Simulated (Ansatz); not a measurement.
Structure optimisation: selenium, A15

The calculation used Ansatz, DFT, r2SCAN, plane waves (500 eV) with PAW, scalar-relativistic. (PAW data from PBE, frozen cores regenerated.)

k-point mesh 5×5×5, Fermi-Dirac smearing 0.1 eV, no spin polarisation. Cell and atoms relax.

Starting structure:

```yaml
crystal:
  lattice:
    - [5.5877784105, 0.0, 0.0]
    - [0.0, 5.5877784105, 0.0]
    - [0.0, 0.0, 5.5877784105]
  atoms:
    - { symbol: Se, position: [0.0, 0.0, 0.0] }
    - { symbol: Se, position: [0.5, 0.5, 0.5] }
    - { symbol: Se, position: [0.25, 0.0, 0.5] }
    - { symbol: Se, position: [0.75, 0.0, 0.5] }
    - { symbol: Se, position: [0.5, 0.25, 0.0] }
    - { symbol: Se, position: [0.5, 0.75, 0.0] }
    - { symbol: Se, position: [0.0, 0.5, 0.25] }
    - { symbol: Se, position: [0.0, 0.5, 0.75] }
hamiltonian:
  xc: r2scan
  pseudopotentials:
    kind: paw
    azcp:
      Se: "pseudopotentials/Se.paw.azcp"
basis:
  ecutwfc: 500
  fft_grid_basis: typed
kpoints:
  mp_grid: { grid: [5, 5, 5], shift: [0, 0, 0] }
magnetization:
  spin_polarized: false
scf:
  occupations: { method: fermi_dirac, width: 0.1 }
relax:
  max_steps: 60
  f_tol: 0.01
  cell: {}
```

**Question.** What cell does the relaxation end in?

**Answer.** Pm-3n with a = 5.503 Å; 20.83 Å³ per atom against 21.81 at the start (-4.5 %).

**Question.** How much energy does the relaxation gain?

**Answer.** 8.8 meV per atom.
